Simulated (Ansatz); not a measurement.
Rocksalt MgS, relaxed with r2SCAN, was run in the PAW code Ansatz under altered settings. All numbers are computed, without spin polarisation but where a row says otherwise.

```
CELL_PARAMETERS angstrom
0.00000 2.60152 2.60152
2.60152 0.00000 2.60152
2.60152 2.60152 0.00000
ATOMIC_POSITIONS crystal
Mg 0.00000 0.00000 0.00000
S 0.50000 0.50000 0.50000
```

The base run's other keys:
```yaml
kpoints:
  mp_grid: { grid: [4, 4, 4] }
hamiltonian:
  xc: hse06
scf:
  occupations: { method: fixed }
  n_extra_bands: 4
```

It takes 11 iterations with 701 plane waves at 420 eV and 8 k points, and leaves a mean stress of -0.06 GPa. The gap over this mesh is 3.800 eV.

Outcomes, with energy and stress as changes against the base:
```
                                     setting    outcome  ΔF (meV/atom)  Δ mean stress (GPa)  gap on the mesh (eV)  iterations
PBE hybrid, exx coeff -0.2, omega 0.2078 1/Å    refused              –                    –                     –           –
   PBE hybrid, exx coeff 0.15, omega 0.3 1/Å  converged              –                 +0.7                 3.251           9
                        hamiltonian.xc: pbe0  converged              –                  0.0                 4.539          11
      PBE hybrid, exx coeff 0.05, unscreened  converged              –                 +1.3                 3.114           9
                        scf.mixing.beta: 5.0    refused              –                    –                     –           –
            scf.occupations: fermi_dirac 0.2  converged            0.0                  0.0                 3.800          11
```
A dash marks a value that wasn't obtained or can't be compared. Stress is positive in compression.

- PBE hybrid, exx coeff -0.2, omega 0.2078 1/Å. The input is refused before any iteration. Error: invalid value for `hamiltonian.xc.exx.coeff`: must be finite and in (0, 1]; got -0.2
- PBE hybrid, exx coeff 0.15, omega 0.3 1/Å. That is 15 % exact exchange, screened with ω = 0.3 1/Å, against HSE06's 25 % screened at 0.208 1/Å. The mean stress moves by +0.7 GPa and the gap on the mesh by -0.549 eV (to 3.251). Totals of different functionals aren't comparable.
- hamiltonian.xc: pbe0. The mean stress moves by 0.0 GPa and the gap on the mesh by +0.738 eV (to 4.539). It's another functional on the same cell, so totals aren't comparable.
- PBE hybrid, exx coeff 0.05, unscreened. That is 5 % exact exchange, at all ranges, against HSE06's 25 % screened at 0.208 1/Å. The mean stress moves by +1.3 GPa and the gap on the mesh by -0.686 eV (to 3.114). Totals of different functionals aren't comparable.
- scf.mixing.beta: 5.0. The program doesn't start. Error: invalid value for `scf.mixing.beta`: must be finite and in (0, 1]; got 5

Within 1 meV an atom, 0.1 GPa and 0.005 eV of the base stay: scf.occupations: fermi_dirac 0.2.

The stress of a hybrid is loosely converged in these runs.

The meshes of the hybrids are coarse, so their gaps aren't converged to the digits shown.
